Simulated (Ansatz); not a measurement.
**¹²³Sb NMR of the central transition in Sb2Pt**

Cell: an entry of the Crystallography Open Database (COD), atoms as given.

```xyz
12
Lattice="6.4200 0.0000 0.0000 0.0000 6.4200 0.0000 0.0000 0.0000 6.4200" Properties=species:S:1:pos:R:3 pbc="T T T"
Sb    2.4396    2.4396    2.4396
Sb    0.7704    3.9804    5.6496
Sb    5.6496    0.7704    3.9804
Sb    3.9804    5.6496    0.7704
Sb    3.9804    3.9804    3.9804
Sb    5.6496    2.4396    0.7704
Sb    0.7704    5.6496    2.4396
Sb    2.4396    0.7704    5.6496
Pt    0.0000    0.0000    0.0000
Pt    3.2100    0.0000    3.2100
Pt    3.2100    3.2100    0.0000
Pt    0.0000    3.2100    3.2100
```

Sites (sets of like atoms) are named by element and the number of their first atom in this list.

The numbers come from a DFT calculation in Ansatz (PBE, plane waves and PAW, scalar-relativistic, 420 eV cutoff, Γ-centred 5×5×5 k-points, Fermi–Dirac smearing 0.05 eV).

¹²³Sb has I = 7/2 and Q = -692.0 mb (Pyykkö 2018); at 16.4 T its Larmor frequency is ν₀ = 91.1 MHz (from the bare nuclear moment; shielding lowers the observed one by a per cent or two). Only the quadrupole interaction is simulated: positions count from each site's isotropic chemical shift, and shift anisotropy, dipolar and J coupling are left out.

(1) Simulate the second-order pattern (static powder, Gaussian broadening 30 kHz) of site Sb (1 Sb at 2.67 Å, 3 Pt at 2.67 Å).

## Answers

(1) The calculation gives C_Q = -62.0 MHz and η = 0.00, so ν_Q = 4.43 MHz and the centre of gravity lies at -1183 ppm (-108 kHz).

```json
{"offset (kHz)": "-390.3", "height": "5"}
{"offset (kHz)": "-363.2", "height": "79"}
{"offset (kHz)": "-336.1", "height": "100"}
{"offset (kHz)": "-309.0", "height": "64"}
{"offset (kHz)": "-281.9", "height": "51"}
{"offset (kHz)": "-254.8", "height": "45"}
{"offset (kHz)": "-227.6", "height": "41"}
{"offset (kHz)": "-200.5", "height": "38"}
{"offset (kHz)": "-173.4", "height": "36"}
{"offset (kHz)": "-146.3", "height": "35"}
{"offset (kHz)": "-119.2", "height": "34"}
{"offset (kHz)": "-92.1", "height": "33"}
{"offset (kHz)": "-65.0", "height": "33"}
{"offset (kHz)": "-37.9", "height": "32"}
{"offset (kHz)": "-10.8", "height": "31"}
{"offset (kHz)": "16.4", "height": "27"}
{"offset (kHz)": "43.5", "height": "27"}
{"offset (kHz)": "70.6", "height": "29"}
{"offset (kHz)": "97.7", "height": "32"}
{"offset (kHz)": "124.8", "height": "36"}
{"offset (kHz)": "151.9", "height": "45"}
{"offset (kHz)": "179.0", "height": "71"}
{"offset (kHz)": "206.1", "height": "56"}
{"offset (kHz)": "233.3", "height": "4"}
```

An axis of threefold or higher order runs through Sb, so V_zz lies along it and η is zero.

At this cell the PBE pressure is 8 GPa, so with PBE the cell would grow if it were relaxed. The largest force is 1.2 eV/Å, so the atoms aren't at the calculated equilibrium and relaxing them would move these values. Without spin–orbit coupling the gradients at and beside Pt can be off by some per cent, at some sites by more. With a gap of 0.20 eV under a smearing of 0.05 eV the band edges are partly filled, so small gradients can hang on the smearing and the k-mesh. With these PAW files V_zz is typically within 2 to 3 % of all-electron values, but misses above 10 % occur on Sb.
